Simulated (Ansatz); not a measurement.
A generator proposed this cell of CaGe4N.

Space group P-43m (No. 215). a = 5.077 Å, b = 5.077 Å, c = 5.077 Å, α = 90.00°, β = 90.00°, γ = 90.00°
| atom | site | symmetry | x | y | z |
| --- | --- | --- | --- | --- | --- |
| Ca | 1b | -43m | 0.5000 | 0.5000 | 0.5000 |
| Ge | 4e | .3m | 0.1959 | 0.1959 | 0.1959 |
| N | 1a | -43m | 0.0000 | 0.0000 | 0.0000 |

Theory: DFT PBE, scalar-relativistic, plane waves, PAW in Ansatz. Cutoff 420 eV; k points 4×4×4 on the computed 6-atom cell (Γ-centred); Gaussian smearing, width 0.10 eV; no spin polarisation.

Energies over the elements count from the elements' standard structures at the same level (N₂ as a molecule), with no fitted energy shifts.

Question: How far from equilibrium is it?

Answer: The pressure is 18.1 GPa (it wants to expand), the largest force is 6.06 eV/Å, and the energy is +0.87 eV/atom against the elements. The shortest distance is 1.72 Å.

Question: How much does it gain on relaxing, and where does it end?

Answer: Relaxing gains about 0.36 eV/atom (the start's value is from the coarse mesh, so the gain is rough) in 9 ionic steps and ends at +0.52 eV/atom on the finer mesh. The symmetry stays P-43m (No. 215). The volume per atom grows by 15.0 %, from 21.8 to 25.1 Å³. The shortest distance goes from 1.72 Å (Ge–N) to 1.92 Å (Ge–N). Conventional cell: a = 5.318 Å. Ca is surrounded by 4 Ge at 2.68 Å; around Ge lie 1 N at 1.92 Å and 1 Ca at 2.68 Å; N has 4 Ge at 1.92 Å.

The last run used an 8×8×8 mesh for its 6-atom cell and Gaussian smearing of 0.10 eV. The relaxation can't lower the symmetry of the start. A structure relaxed within its symmetry needn't be a true minimum. Another cell of CaGe4N relaxed alike, in P-6m2, lies 149 meV/atom lower, so this cell isn't the stable form at this level.
